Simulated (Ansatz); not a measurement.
The start is a generated trial cell of TaTlO3 in the GdFeO3 structure type. A full variable-cell relaxation at zero pressure is run with PBEsol (plane waves to 420 eV, PAW, scalar-relativistic; Ansatz, a quantum-chemistry and plane-wave program). The first steps use a coarse 3×3×4 k-mesh.

Input geometry:
```
TaTlO3
1.0
    5.77977     0.00000     0.00000
    0.00000     8.15525     0.00000
    0.00000     0.00000     5.76048
Tl Ta O
4 4 12
Direct
  0.48770   0.25000   0.99160
  0.98770   0.25000   0.50840
  0.51230   0.75000   0.00840
  0.01230   0.75000   0.49160
  0.00000   0.00000   0.00000
  0.50000   0.50000   0.50000
  0.00000   0.50000   0.00000
  0.50000   0.00000   0.50000
  0.03130   0.25000   0.05860
  0.53130   0.25000   0.44140
  0.96870   0.75000   0.94140
  0.46870   0.75000   0.55860
  0.28800   0.53700   0.21300
  0.78800   0.96300   0.28700
  0.71200   0.03700   0.78700
  0.21200   0.46300   0.71300
  0.71200   0.46300   0.78700
  0.21200   0.03700   0.71300
  0.28800   0.96300   0.21300
  0.78800   0.53700   0.28700
```

Q: How large is the pressure on the unrelaxed cell, and of which sign?

A: -8.5 GPa (negative: the cell is under tension).

Q: What is the largest force in the starting geometry, and on which atom (counted from 1)?

A: 1.72 eV/Å, on O13, O14, O15, O16, O17, O18, O19, O20 (atoms numbered as listed).

Q: What symmetry does the relaxed structure have?

A: The space group goes from Pnma (No. 62) to Pm-3m (No. 221); the end is cubic perovskite type, with 5 atoms in the primitive cell.

Q: How does the volume change?

A: -3.3 %, from 13.58 to 13.12 Å³/atom.

Final values are on a 7×7×7 k-mesh of the relaxed cell. No spin polarisation in the result.

The run could not lose the symmetry of its start.

The first start was generated by placing the elements on the sites of a structure type. Materials Project lists a structure of TaTlO3 in the same space group, Pm-3m (No. 221); the sites were not compared with it, nor with measured phases.
